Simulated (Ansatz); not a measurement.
Clean, relaxed (110) surface of Al₂Cu, space group I4/mcm (No. 140) (top face towards +c; atoms held fixed, by place in the list: 1, 2, 3, 4, 5, 6):

```xyz
12
Lattice="4.8278 0.0000 0.0000 -2.4139 4.2378 0.0000 0.0000 0.0000 24.1252" Properties=species:S:1:pos:R:3 pbc="T T T"
Al    0.0000    3.4692    8.5000
Al    0.0000    0.7686    8.5000
Al    2.4139    2.1189    9.8503
Cu    3.6209    0.0000   10.6189
Cu    1.2070    0.0000   10.6189
Al    0.0000    2.1189   11.3874
Al    2.4139    3.4769   12.7313
Al    2.4139    0.7608   12.7313
Al    0.0000    2.1189   14.1787
Cu    1.2070    0.0000   14.8236
Cu    3.6209    0.0000   14.8236
Al    2.4139    2.1189   15.3152
```

Method: DFT PBEsol, scalar-relativistic, plane waves, PAW (Ansatz). Cutoff 420 eV; k points 7×7×1 on the computed 12-atom cell (Γ-centred); Gaussian smearing, width 0.10 eV; no spin polarisation. A dipole correction removes the field between periodic images along c.

Br (atom) is adsorbed on the top face, one adsorbate per 20.5 Å², and relaxed from 3 starting sites (fractions of a and b). The adsorption energy is E(slab + adsorbate) − E(slab) − E(free adsorbate, spin-polarised where open-shell). Heights count from the highest slab atom after relaxation. Δφ is the top face's. Δp counts per cell along +c. Bonded neighbours lie within 1.25 times the sum of covalent radii (1.35 for H) and, on that scale, within 12 % of the closest. With the adsorbate the cell is lengthened along c to keep the vacuum.

```csv
start,ends at,E_ads (eV),height (Å),shortest contact,Δφ (eV),Δp (e·Å)
"top (Al) at (0.75, 0.50)","(0.75, 0.50), 1 bonded neighbour (Al)",-3.06,2.27,Br–Al 2.27 Å,+1.79,-0.188
"hollow (Cu-Cu-Al) at (0.92, 0.83)","(0.93, 0.87), 1 bonded neighbour (Al)",-3.07,1.90,Br–Al 2.40 Å,+0.64,-0.060
"bridge (Cu-Cu) at (0.00, 0.00)","(0.93, 0.86), 1 bonded neighbour (Al)",-3.07,1.91,Br–Al 2.39 Å,+0.70,-0.066
```

Among the sites tried, the lowest end comes from the bridge (Cu-Cu) at (0.00, 0.00) start; the top (Al) at (0.75, 0.50) and the hollow (Cu-Cu-Al) at (0.92, 0.83) starts ended within 0.02 eV of it, though not always at the same place; other sites may lie lower.

Each end is the local minimum or symmetric point that its start leads to. The slab is only 7.1 Å thick, so the energies aren't converged with thickness.

For at least one of the starts the bottom face's work function also shifts by over 0.1 eV: the slab is too thin to screen the adsorbate, so the work functions aren't converged with thickness.

Spin polarisation was left out, and a magnetic state may lie lower.